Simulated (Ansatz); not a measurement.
YC (rock salt, space group No. 225) at seven volumes, the program Ansatz at the PBE level (PAW), scaled uniformly. One row is withheld.

```json
[
 {"V (Å³/atom)": "14.956", "P (GPa)": "?"},
 {"V (Å³/atom)": "15.449", "P (GPa)": "8.73"},
 {"V (Å³/atom)": "15.942", "P (GPa)": "4.03"},
 {"V (Å³/atom)": "16.435", "P (GPa)": "0.00"},
 {"V (Å³/atom)": "16.928", "P (GPa)": "-3.47"},
 {"V (Å³/atom)": "17.421", "P (GPa)": "-6.44"},
 {"V (Å³/atom)": "17.914", "P (GPa)": "-9.00"}
]
```

Fit the shown pressures and predict the withheld one.

Third-order Birch–Murnaghan: P = (3/2)B₀(x^(7/2) − x^(5/2))[1 + (3/4)(B′ − 4)(x − 1)] with x = (V₀/V)^(2/3). Least squares on the six rows gives V₀ = 16.435 Å³/atom, B₀ = 124.4 GPa, B′ = 4.07. At V = 14.956, x = 1.0649 and P = 14.22 GPa. The run itself gave 14.20 GPa.

Space group Fm-3m (rock salt). The start of the workflow was typed in or built on a structure type; the Crystallography Open Database copy checked does not list it. Its standing as an ambient phase is unchecked. Symmetry was held in the PBE relaxation; its stability against distortions is not shown here. No spin polarisation was allowed.

Potentials: the later of the program's two PAW sets.
